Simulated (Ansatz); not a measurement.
input.yaml (Ansatz)

```yaml
crystal:
  lattice:
    - [2.627378613, 0.0, 0.0]
    - [-1.3136893065, 2.2753766242, 0.0]
    - [0.0, 0.0, 9.1433267244]
  atoms:
    - { symbol: V, position: [1.0, 0.0, 0.0], spin: 1.0 }
    - { symbol: V, position: [1.0, 0.0, 0.5], spin: 1.0 }
    - { symbol: V, position: [0.3333333333, 0.6666666667, 0.25], spin: 1.0 }
    - { symbol: V, position: [0.6666666667, 0.3333333333, 0.75], spin: 1.0 }
hamiltonian:
  xc: mr2scan
  pseudopotentials:
    kind: paw
    azcp:
      V: "pseudopotentials/V.paw.azcp"
basis:
  ecutwfc: 500
  fft_grid_basis: typed
kpoints:
  mp_grid: { grid: [18, 18, 5], shift: [0, 0, 0] }
magnetization:
  spin_polarized: true
scf:
  occupations: { method: fermi_dirac, width: 0.05 }
```

and its output:

```
Engine: ansatz 0.2.0, x86_64-unknown-linux-gnu
Pseudopotentials: kind: paw
Pseudopotential: V, paw, valence charge 13, recommended cutoff 500 eV (meta_gga) 
Functional definition: m-r2SCAN
  exchange = m_r2scan_x
  correlation = m_r2scan_c
Crystal: 4 atoms, lattice volume = 54.661 Å³
Basis set: ecut = 500 eV, 1401 PW (Γ), exchange–correlation on 80×80×288 points (64 copies of the dense FFT grid, shifted against one another)
Bands: 34, of which v1, the nominal top of the filled ones, is band 26 counted from 1 (25 counted from 0)
Symmetry: 24 space group operations
Space group: P63/mmc (ITA 194), of the structure as read, at distance tolerance 3.8e-5 Å
Magnetic group: BNS 194.263 (UNI 1493), of the structure as read, at distance tolerance 3.8e-5 Å
k-points: 111 of 1620
Non-local potential: V, projectors of the file, l = 0: 3, l = 1: 2, l = 2: 3, l = 3: 1
PAW form: soft (Blöchl's): semilocal exchange-correlation on the pseudo side does not see the compensation charge
PAW frozen core: V, regenerated for the run's functional (the file was generated under x = pbe(κ = 0.804, μ = 0.2195149727645171), c = pbe(β = 0.06672455060314922))
PAW one-centre angular grid: V, 590 points (default); XC on 160 Gauss nodes
Initial density: superposition of atomic densities (chi_scale 0.1, normalization cell)
Starting moments: Σ|m| = 4 μB on 4 of 4 sites
Initial wavefunctions: pseudopotential atomic-orbital guess
Functional: x = mr2scan, c = mr2scan; τ floored in thin density (d = 2e-4 eV/Å³)
SCF iter   1: F=—  HF=-11668.724928 eV  |F-HF|=—  |Δ(HF+E_count)|=         —  Δρ=8.16e-2 (↑8.16e-2 ↓2.43e-2)  dr2=4.72e0  dr2_τ=3.74e-2  dr2_m=5.73e-1  M=2.699 μB ∫|m|=2.699 μB  β_m=0.92  ethr=3.10e-3  ⟨swp⟩=3.7  Hψ=23761  notcnv=0
Mixer restart at iter 1: flushing history
SCF iter   2: F=—  HF=-11666.628952 eV  |F-HF|=—  |Δ(HF+E_count)|=    2.10e0  Δρ=3.31e-2 (↑3.31e-2 ↓2.32e-2)  dr2=1.52e0  dr2_τ=9.93e-3  dr2_m=2.02e-2  M=2.489 μB ∫|m|=2.489 μB  β_m=0.94  ethr=3.10e-3  ⟨swp⟩=2.8  Hψ=15730  notcnv=0  defer=197  κ⁻¹=1.0e0(r=1)
SCF iter   3: F=—  HF=-11666.376115 eV  |F-HF|=—  |Δ(HF+E_count)|=   2.53e-1  Δρ=8.99e-3 (↑8.99e-3 ↓8.92e-3)  dr2=6.65e-2  dr2_τ=2.74e-3  dr2_m=1.51e-3  M=2.110 μB ∫|m|=2.110 μB  β_m=1.00  ethr=2.92e-3  ⟨swp⟩=2.9  Hψ=14454  notcnv=0  defer=197  κ⁻¹=7.3e-2(r=2)
SCF iter   4: F=—  HF=-11666.924322 eV  |F-HF|=—  |Δ(HF+E_count)|=         —  Δρ=3.19e-2 (↑3.19e-2 ↓3.10e-2)  dr2=4.87e-2  dr2_τ=2.01e-2  dr2_m=4.69e-1  M=0.198 μB ∫|m|=0.225 μB  β_m=1.00  ethr=1.28e-4  ⟨swp⟩=2.5  Hψ=11647  notcnv=0  defer=143  κ⁻¹=7.3e-2(r=2)
SCF iter   5: F=—  HF=-11667.303245 eV  |F-HF|=—  |Δ(HF+E_count)|=   3.79e-1  Δρ=4.55e-3 (↑2.96e-3 ↓4.55e-3)  dr2=1.41e-2  dr2_τ=1.06e-3  dr2_m=1.94e-3  M=0.165 μB ∫|m|=0.166 μB  β_m=1.00  ethr=9.62e-5  ⟨swp⟩=2.7  Hψ=14877  notcnv=0  defer=143  κ⁻¹=7.3e-2(r=2)
SCF iter   6: F=—  HF=-11667.309045 eV  |F-HF|=—  |Δ(HF+E_count)|=   5.80e-3  Δρ=2.48e-3 (↑2.48e-3 ↓2.12e-3)  dr2=6.94e-3  dr2_τ=1.62e-4  dr2_m=8.82e-4  M=0.072 μB ∫|m|=0.074 μB  β_m=0.85  ethr=2.72e-5  ⟨swp⟩=2.8  Hψ=13752  notcnv=0  defer=140  κ⁻¹=1.0e-2(r=3)
SCF iter   7: F=—  HF=-11667.308750 eV  |F-HF|=—  |Δ(HF+E_count)|=   2.96e-4  Δρ=1.84e-3 (↑1.51e-3 ↓1.84e-3)  dr2=2.36e-3  dr2_τ=6.36e-5  dr2_m=5.55e-4  M=0.044 μB ∫|m|=0.047 μB  β_m=0.47  ethr=1.33e-5  ⟨swp⟩=2.2  Hψ=11050  notcnv=0  defer=133  κ⁻¹=6.3e-4(r=4)
...
SCF iter  19: F=—  HF=-11667.315564 eV  |F-HF|=—  |Δ(HF+E_count)|=   1.17e-9  Δρ=1.15e-6 (↑1.15e-6 ↓4.16e-7)  dr2=1.08e-9  dr2_τ=1.31e-11  dr2_m=2.38e-10  M=0.000 μB ∫|m|=0.000 μB  β_m=1.00  ethr=1.78e-12  ⟨swp⟩=2.0  Hψ=14201  notcnv=0  κ⁻¹=2.3e-6(r=8)
SCF iter  20: F=—  HF=-11667.315564 eV  |F-HF|=—  |Δ(HF+E_count)|=  9.46e-11  Δρ=7.83e-7 (↑7.83e-7 ↓3.93e-7)  dr2=3.12e-10  dr2_τ=6.95e-12  dr2_m=1.39e-10  M=0.000 μB ∫|m|=0.000 μB  β_m=1.00  ethr=1.78e-12  ⟨swp⟩=2.0  Hψ=10442  notcnv=0  κ⁻¹=8.1e-6(r=8)
SCF iter  21: F=—  HF=-11667.315564 eV  |F-HF|=—  |Δ(HF+E_count)|=  2.69e-10  Δρ=4.14e-7 (↑4.14e-7 ↓4.01e-7)  dr2=1.27e-10  dr2_τ=3.47e-12  dr2_m=6.69e-11  M=0.000 μB ∫|m|=0.000 μB  β_m=1.00  ethr=1.00e-12  ⟨swp⟩=2.0  Hψ=14233  notcnv=0  κ⁻¹=3.7e-5(r=8)
SCF iter  22: F=-11667.315564 eV  HF=-11667.315564 eV  |F-HF|=4.73e-11  |Δ(HF+E_count)|=  8.00e-11  Δρ=2.90e-7 (↑2.83e-7 ↓2.90e-7)  dr2=4.03e-11  dr2_τ=1.71e-12  dr2_m=3.59e-11  M=0.000 μB ∫|m|=0.000 μB  ethr=1.00e-12  ⟨swp⟩=1.0  Hψ=8445  notcnv=0
SCF 1 converged in 22 iterations: F = -11667.315564 eV  dr2 = 4.03e-11
WARN: the starting moments were not kept: the SCF closed with an absolute magnetisation of 1.2e-5 μB, where they sum to 4 μB in size (4 sites). That is at most 0.1 of that sum. Measured as dr2_m measures the in/out step, that magnetisation stands 1.6e-11 eV from none, at or under the dr2_threshold of 1.0e-7 eV: it is no larger than a step whose dr2_m would equal this threshold. The system may hold no moment; this SCF shows only that its start led to no more than that. To try another start: raise the starting moments (crystal.atoms[].spin, magnetization.per_species, magnetization.initial_magnetization, or on a non-collinear deck that types none of these the spinor_matrix: blocks that start its atoms; where the total moment is fixed, keep their sum and leave initial_magnetization as it is; typed ones take the place of any that the run laid by itself, positive ones on a crystal's lanthanoids without a Hubbard term where scf.initial_density.shell_occupations: [] is typed) or, if the notice of its spin-set hold's release reads "site moments contracting" or "site moments show no strong build", lengthen the hold (scf.mixing.spin_hold: { on: { confirm: 4 } }; for m-r²SCAN on two components see the key's manual first). Each may lead to a state that holds a moment. A second SCF, from the converged charge density, with the starting moments and any scf.initial_density.shell_occupations laid on it anew, would have followed, and was not run: the deck does not ask for one (magnetization.retry_lost_moments is false, the default). To let it run, set magnetization.retry_lost_moments: true and run the deck again, where that key's refused combinations let it; where memory then withholds it, that run's warning says so.
this state was not tested for a lower state beside it, because the mixer in use, unlike msr1, does not test its closes by its own steps (another_mixer; see scf.mixing.algorithm and scf.lower_state_search)
SCF converged after 22 iterations
Magnetization: 0.0000 μB (26.0000 up, 26.0000 down)
Absolute magnetization: 0.0000 μB (∫|ρ↑−ρ↓|, with the PAW one-centre terms)
Spin contamination: 0.0000 ħ² per cell (⟨S²⟩ above its minimum at these occupations)
Per-site moments (μB) at R_I (Å): [(3.098676521363145e-6, 1.0837936778582316), (3.098676521578708e-6, 1.0837936778582316), (1.432509131551936e-6, 1.0837936778582316), (1.4325091312961424e-6, 1.0837936778582316)]
Free energy (F): -11667.315564 eV
Harris-Foulkes:  -11667.315564 eV  (|F-HF|=4.73e-11)
Internal energy: -11667.269124 eV  (E = F + TS)
E sigma→0 (E₀):  -11667.292344 eV
Entropy (-TS):   -0.046440 eV (-11.610 meV/atom)
Fermi energy:    16.563682 eV
--- Per-component energies (eV) ---
  E_band       = -652.527595
  E_kinetic    = 1344.291121
  E_local      = -3612.095158  (includes V_loc(G=0)·N_el)
  E_nonlocal   = -183.121744
  E_hartree    = 1651.390990
  E_xc         = -506.301096
  E_vxc        = -737.054674  (∫ρ·V_xc dr)
  E_paw        = -4484.082911  (= ΣΔE_a)
  E_vpaw       = -816.682019  (= ΣTr[D̂ρ^β])
  E_aug_tail   = 0.000727  (compensation charges beyond the density's cutoff)
  E_vtau       = 49.352032  (kinetic-family band-sum trace: ∫τ·v_τ [+ j·A + Jᵃ·Aᵃ] dr)
  E_ewald      = -5876.287929
  E_core_change = -1.063124  (= ΣΔE_core)
  E_smearing   = -0.046440  (= −TS)
  E_closure    = -0.000000  (closes the sum)
  Σ components = -11667.315564   (vs F -11667.315564, Δ=0.00e0)
```
